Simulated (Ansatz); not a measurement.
Ansatz input file:

```yaml
crystal:
  lattice:
    - [5.7755183899, 0.0, 0.0]
    - [-2.887759195, 5.0017456457, 0.0]
    - [0.0, 0.0, 5.0838820098]
  atoms:
    - { symbol: "Y", position: [0.0, 0.0, 0.5] }
    - { symbol: Mg, position: [0.0, 0.6169805523, 0.0] }
    - { symbol: Mg, position: [0.6169805523, 0.0, 0.0] }
    - { symbol: Mg, position: [0.3830194477, 0.3830194477, 0.0] }
    - { symbol: Mg, position: [0.6666666667, 0.3333333333, 0.5] }
    - { symbol: Mg, position: [0.3333333333, 0.6666666667, 0.5] }
basis:
  ecutwfc: 500
kpoints:
  mp_grid: { grid: [9, 9, 8] }
  band_path:
    path:
      - [[0.0, 0.0, 0.0], [0.5, 0.0, 0.0], [0.33333333, 0.33333333, 0.0], [0.0, 0.0, 0.0], [0.0, 0.0, 0.5], [0.5, 0.0, 0.5], [0.33333333, 0.33333333, 0.5], [0.0, 0.0, 0.5]]
      - [[0.5, 0.0, 0.5], [0.5, 0.0, 0.0]]
      - [[0.33333333, 0.33333333, 0.5], [0.33333333, 0.33333333, 0.0]]
    npoints: 14
hamiltonian:
  xc: r2scan
scf:
  occupations: { method: gaussian, width: 0.1 }
output:
  forces: true
  stress: true
  eigenvalues: true
  populations: true
  dos: { projected: true, de: 0.02, nscf_kmesh: { grid: [14, 14, 12] } }
  bader: true
```

It can be run as
```bash
ansatz run input.yaml --threads 1 --pin off --backend cpu --events-out ev --progress --plain --runs-dir out  # memory cap (--max-ram) not shown
```

Method: DFT r2SCAN, scalar-relativistic, plane waves, PAW (Ansatz).

Part of what the program printed, abridged:

```
Pseudopotentials: kind: paw
Pseudopotential: Y, paw, valence charge 11, recommended cutoff 500 eV (meta_gga)
Pseudopotential: Mg, paw, valence charge 10, recommended cutoff 500 eV (meta_gga)
Functional definition: r2SCAN
Crystal: 6 atoms, lattice volume = 146.862 Å³
Basis set: ecut = 500 eV, 3739 PW (Γ), exchange–correlation on 180×180×160 points (64 copies of the dense FFT grid, shifted against one another)
Bands: 37, of which v1, the nominal top of the filled ones, is band 31 counted from 1 (30 counted from 0)
Symmetry: 12 space group operations
Space group: P-62m (ITA 189), of the structure as read, at distance tolerance 5.3e-5 Å
k-points: 60 of 648 (time reversal used)
Initial density: superposition of atomic densities (neutral atoms: chi_scale 0, normalization atom), corrected by the library's trained network
Initial wavefunctions: pseudopotential atomic-orbital guess
Functional: x = r2scan, c = r2scan; τ floored in thin density (d = 2e-4 eV/Å³)
SCF iter   1: F=—  HF=-13491.877640 eV  |F-HF|=—  |Δ(HF+E_count)|=         —  Δρ=7.47e-3  dr2=8.76e-2  dr2_τ=3.51e-3  ethr=1.77e-3  ⟨swp⟩=6.0  Hψ=8120  notcnv=0
SCF iter   2: F=—  HF=-13491.910103 eV  |F-HF|=—  |Δ(HF+E_count)|=   3.25e-2  Δρ=3.60e-3  dr2=3.21e-2  dr2_τ=4.76e-4  ethr=1.44e-4  ⟨swp⟩=3.0  Hψ=4830  notcnv=0  defer=90
SCF iter   3: F=—  HF=-13491.906029 eV  |F-HF|=—  |Δ(HF+E_count)|=   4.07e-3  Δρ=9.41e-4  dr2=3.02e-3  dr2_τ=1.19e-4  ethr=5.27e-5  ⟨swp⟩=2.5  Hψ=3259  notcnv=0  defer=90
SCF iter   4: F=—  HF=-13491.905837 eV  |F-HF|=—  |Δ(HF+E_count)|=   1.92e-4  Δρ=2.66e-4  dr2=2.97e-4  dr2_τ=6.93e-6  ethr=4.96e-6  ⟨swp⟩=2.0  Hψ=2575  notcnv=0  defer=90
SCF iter   5: F=—  HF=-13491.905772 eV  |F-HF|=—  |Δ(HF+E_count)|=   6.51e-5  Δρ=4.63e-5  dr2=7.20e-6  dr2_τ=9.08e-8  ethr=4.88e-7  ⟨swp⟩=2.0  Hψ=2528  notcnv=0  defer=90
SCF iter   6: F=—  HF=-13491.905716 eV  |F-HF|=—  |Δ(HF+E_count)|=   5.59e-5  Δρ=1.19e-5  dr2=4.43e-7  dr2_τ=2.79e-8  ethr=1.18e-8  ⟨swp⟩=2.0  Hψ=2787  notcnv=0  defer=90
SCF iter   7: F=-13491.905716 eV  HF=-13491.905716 eV  |F-HF|=9.43e-9  |Δ(HF+E_count)|=   2.49e-8  Δρ=4.05e-6  dr2=3.64e-8  dr2_τ=6.31e-10  ethr=1.64e-10  ⟨swp⟩=9.3  Hψ=8794  notcnv=0
SCF 1 converged in 7 iterations: F = -13491.905716 eV  dr2 = 3.64e-8
SCF converged after 7 iterations
Free energy (F): -13491.905716 eV
Harris-Foulkes:  -13491.905716 eV  (|F-HF|=9.43e-9)
Internal energy: -13491.895586 eV  (E = F + TS)
E sigma→0 (E₀):  -13491.900651 eV
Entropy (-TS):   -0.010130 eV (-1.688 meV/atom)
Fermi energy:    6.471372 eV
--- Per-component energies (eV) ---
  E_band       = -1973.345664
  E_kinetic    = 675.100806
  E_local      = -8784.823638  (includes V_loc(G=0)·N_el)
  E_nonlocal   = 529.090717
  E_hartree    = 3130.146189
  E_xc         = -299.331712
  E_vxc        = -412.691902  (∫ρ·V_xc dr)
  E_paw        = -4322.251466  (= ΣΔE_a)
  E_vpaw       = -264.895018  (= ΣTr[D̂ρ^β])
  E_aug_tail   = -0.000004  (compensation charges beyond the density's cutoff)
  E_vtau       = 24.585463  (kinetic-family band-sum trace: ∫τ·v_τ [+ j·A + Jᵃ·Aᵃ] dr)
  E_ewald      = -4419.541484
  E_core_change = -0.284994  (= ΣΔE_core)
  E_smearing   = -0.010130  (= −TS)
--- Forces (eV/Å), atoms counted from 1 ---
  atom   1  Y      0.00000000     0.00000000     0.00000000
  atom   2  Mg    -0.00014922     0.00025845     0.00000000
  atom   3  Mg     0.00029843     0.00000000     0.00000000
  atom   4  Mg    -0.00014922    -0.00025845     0.00000000
  atom   5  Mg     0.00000000     0.00000000     0.00000000
  atom   6  Mg     0.00000000     0.00000000     0.00000000
--- Stress (GPa, compression-positive) ---
        0.007448       0.000000       0.000000
        0.000000       0.007448       0.000000
        0.000000       0.000000      -0.006837
  P = ⅓ Tr σ = 0.0027 GPa (0.027 kbar)
--- Band table (eV; the first three rows and the last of 60) ---
  k-point 0: bands = ["-72.2550", "-72.2528", "-72.2528", "-72.1661", "-72.1654", "-38.3301", "-37.3684", "-37.3610", "-37.3610", "-37.3530", "-37.3513", "-37.3457", "-37.3457", "-37.3424", "-37.3424", "-37.2675", "-37.2675", "-37.2645", "-37.2622", "-37.2599", "-37.2599", "-17.6663", "-17.6663", "-17.6247", "-0.4483", "4.7650", "4.7650", "5.0413", "5.1694", "5.3310", "6.3555", "6.3555", "7.0050", "7.6775", "7.6775", "10.1106", "10.1106"]
  k-point 1: bands = ["-72.2550", "-72.2528", "-72.2528", "-72.1661", "-72.1654", "-38.3301", "-37.3687", "-37.3610", "-37.3610", "-37.3525", "-37.3513", "-37.3459", "-37.3459", "-37.3423", "-37.3423", "-37.2673", "-37.2673", "-37.2643", "-37.2627", "-37.2599", "-37.2599", "-17.6662", "-17.6662", "-17.6260", "-0.3466", "4.0881", "4.8353", "4.8353", "5.2492", "5.9583", "6.2977", "6.2977", "7.5555", "7.7363", "7.7363", "9.4668", "9.4668"]
  k-point 2: bands = ["-72.2550", "-72.2528", "-72.2528", "-72.1661", "-72.1654", "-38.3300", "-37.3693", "-37.3609", "-37.3609", "-37.3518", "-37.3508", "-37.3464", "-37.3464", "-37.3423", "-37.3423", "-37.2669", "-37.2669", "-37.2639", "-37.2636", "-37.2599", "-37.2599", "-17.6660", "-17.6660", "-17.6289", "-0.0440", "2.9854", "5.0318", "5.0318", "5.4776", "6.1735", "6.1735", "6.5240", "7.8504", "7.8504", "8.5941", "8.5941", "8.6390"]
  k-point 59: bands = ["-72.2539", "-72.2539", "-72.2529", "-72.1658", "-72.1658", "-38.3302", "-37.3645", "-37.3645", "-37.3571", "-37.3481", "-37.3481", "-37.3478", "-37.3478", "-37.3470", "-37.3466", "-37.2667", "-37.2642", "-37.2642", "-37.2632", "-37.2632", "-37.2593", "-17.6676", "-17.6676", "-17.6327", "2.6394", "2.6394", "3.0866", "3.0866", "3.9187", "4.1186", "7.5492", "7.5492", "7.6400", "7.6400", "8.5810", "9.9230", "10.2750"]
--- Löwdin populations: 6 sites ---
  site symbol q [e]
     0      Y     12.1183
     1     Mg      9.2857
     2     Mg      9.2857
     3     Mg      9.2857
     4     Mg      9.2261
     5     Mg      9.2261
  spilling = 0.042172 (of n_electrons = 61.000000)
--- Bader charges: 6 sites ---
  site symbol charge [e]  shift [e] shared [e]
     0      Y      0.9694     0.0000     0.9694
     1     Mg     -0.2544     0.0000    -0.3967
     2     Mg     -0.2544     0.0000    -0.3967
     3     Mg     -0.2545     0.0000    -0.3967
     4     Mg      0.1102     0.0000     0.1102
     5     Mg      0.1104     0.0000     0.1104
  maxima off the nuclei: 2, with 0.4268 electrons
  on the straight line to a nucleus their density falls by 2.7e-3 of itself; PAW files or a low cutoff
  can make one that falls by little (a run on other files and one at a higher cutoff tell): if they did, read the shared
  charge, to which what the maxima have on the atom's side is counted
  estimated error of the sums over rays = 8.4e-4 e
```

The run converged.